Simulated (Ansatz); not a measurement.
Ansatz (a quantum-chemistry and plane-wave program) input:

Ansatz 0.2 input:
```yaml
crystal:
  lattice:
    - [1.6614891046, -5.7642027485, 0.0]
    - [1.6614891046, 5.7642027485, 0.0]
    - [0.0, 0.0, 5.0846636766]
  atoms:
    - { symbol: Nb, position: [0.9103031214, 0.0896968786, 0.5022065175] }
    - { symbol: Nb, position: [0.0896968786, 0.9103031214, 0.0022065175] }
    - { symbol: P, position: [0.5734054632, 0.4265945368, 0.3793491975] }
    - { symbol: P, position: [0.4265945368, 0.5734054632, 0.8793491975] }
    - { symbol: P, position: [0.3007668978, 0.6992331022, 0.1934542851] }
    - { symbol: P, position: [0.6992331022, 0.3007668978, 0.6934542851] }
kpoints:
  mp_grid: { grid: [13, 13, 8] }
hamiltonian:
  xc: r2scan
  pseudopotentials: { azcp: { folder: ./paw }, kind: paw }
scf:
  occupations: { method: gaussian, width: 0.05 }
checkpoint: { read: metal.run }
output: { write_density: true, elf: true, volumetric_format: npy }
basis: { fft_grid_basis: typed }
```

Output (shortened):

```
Pseudopotential: Nb, paw, valence charge 13
Pseudopotential: P, paw, valence charge 5
Functional definition: r2SCAN
Crystal: 6 atoms, lattice volume = 97.393 Å³
Basis set: ecut = 500 eV, 2461 PW (Γ), exchange–correlation on 180×180×160 points (64 copies of the dense FFT grid, shifted against one another)
Bands: 35, of which v1, the nominal top of the filled ones, is band 23 counted from 1 (22 counted from 0)
Symmetry: 4 space group operations
Space group: Cmc21 (ITA 36), of the structure as read, at distance tolerance 4.6e-5 Å
k-points: 245 of 1352 (time reversal used)
Stability of the state it starts from, as read at its close in the unpolarized treatment …
iter 1 solved again at ethr=3.34e-7 eV; its pass at ethr=3.10e-3 eV (dr2=1.54e-4 eV) is discarded
SCF iter   1: F=—  HF=-12168.238536 eV  |F-HF|=—  |Δ(HF+E_count)|=         —  Δρ=1.28e-6  dr2=1.49e-9  dr2_τ=6.06e-11  ethr=3.34e-7  ⟨swp⟩=4.0  Hψ=69879  notcnv=0
preconditioner: auto → Kerker (q_TF=auto, 2.408 Å⁻¹)
SCF iter   2: F=—  HF=-12168.238520 eV  |F-HF|=—  |Δ(HF+E_count)|=   1.56e-5  Δρ=5.23e-7  dr2=2.79e-10  dr2_τ=6.73e-11  ethr=3.24e-12  ⟨swp⟩=9.6  Hψ=40552  notcnv=0
SCF iter   3: F=-12168.238520 eV  HF=-12168.238520 eV  |F-HF|=3.46e-11  |Δ(HF+E_count)|=  3.46e-11  Δρ=3.63e-7  dr2=1.26e-10  dr2_τ=5.94e-12  ethr=1.00e-12  ⟨swp⟩=1.0  Hψ=18207  notcnv=0
SCF 1 converged in 3 iterations: F = -12168.238520 eV  dr2 = 1.26e-10
SCF converged after 3 iterations
Free energy (F): -12168.238520 eV
Harris-Foulkes:  -12168.238520 eV  (|F-HF|=3.46e-11)
Internal energy: -12168.234275 eV  (E = F + TS)
E sigma→0 (E₀):  -12168.236397 eV
Entropy (-TS):   -0.004245 eV (-0.707 meV/atom)
Fermi energy:    12.677183 eV
--- Per-component energies (eV) ---
  E_band       = -182.764478
  E_kinetic    = 1025.301591
  E_local      = -2000.221191  (includes V_loc(G=0)·N_el)
  E_nonlocal   = 312.881559
  E_hartree    = 710.092456
  E_xc         = -595.724388
  E_vxc        = -711.452769  (∫ρ·V_xc dr)
  E_paw        = -8462.543457  (= ΣΔE_a)
  E_vpaw       = -269.003102  (= ΣTr[D̂ρ^β])
  E_aug_tail   = 0.000046  (compensation charges beyond the density's cutoff)
  E_vtau       = 39.544613  (kinetic-family band-sum trace: ∫τ·v_τ [+ j·A + Jᵃ·Aᵃ] dr)
  E_ewald      = -3157.272660
  E_core_change = -0.748229  (= ΣΔE_core)
  E_smearing   = -0.004245  (= −TS)
  E_closure    =  0.000000  (closes the sum)
  Σ components = -12168.238520   (vs F -12168.238520, Δ=0.00e0)
  [band-id]    e_kinetic+e_local+e_nonlocal+2·e_hartree+e_vxc+e_vpaw+e_augmentation_tail+e_vtau = -182.764344   (vs E_band -182.764478, Δ=1.34e-4)
--- Band table (eV; the first three rows and the last of 245) ---
  k-point 0: bands = ["-43.9491", "-43.9244", "-19.4270", "-19.3756", "-19.2754", "-19.2498", "-19.2421", "-19.2325", "-1.7702", "0.3960", "3.0849", "3.7514", "6.8541", "7.5515", "8.3686", "8.6348", "9.5519", "10.5648", "10.8745", "11.1582", "11.3710", …
  k-point 1: bands = ["-43.9481", "-43.9253", "-19.4270", "-19.3793", "-19.2742", "-19.2476", "-19.2434", "-19.2319", "-1.6854", "0.3553", "3.0997", "3.5528", "6.9289", "7.5962", "7.6217", "9.3915", "9.7922", "10.3677", "10.6951", "11.1907", "11.6797", …
  k-point 2: bands = ["-43.9455", "-43.9280", "-19.4261", "-19.3892", "-19.2705", "-19.2469", "-19.2423", "-19.2307", "-1.4391", "0.1941", "3.1276", "3.2225", "6.6357", "6.8329", "8.3276", "10.0563", "10.1033", "10.2566", "10.3661", "11.3046", "12.2063", …
  k-point 244: bands = ["-43.9367", "-43.9367", "-19.4213", "-19.4213", "-19.2586", "-19.2586", "-19.2251", "-19.2251", "-0.2559", "-0.2559", "2.0545", "2.0545", "7.9894", "7.9894", "9.0572", "9.0572", "10.1984", "10.1984", "10.8480", "10.8480", "11.9188", …
```

Cost: roughly 90 core-seconds on shared cores.

Space group Cmc2_1. The start of the workflow was typed in or built on a structure type; neither database checked (COD, Materials Project) lists it. Its standing as an ambient phase is unchecked. Symmetry was held in the r²SCAN relaxation; its stability against distortions is not shown here. No spin polarisation was allowed. Spin–orbit coupling is left out wherever it is not named.

Potentials: the earlier of the program's two PAW sets. The files were generated under PBE; for other functionals the program regenerates the frozen cores, and for LDA and PBEsol the local potential too.

Ansatz is a plane-wave DFT program.
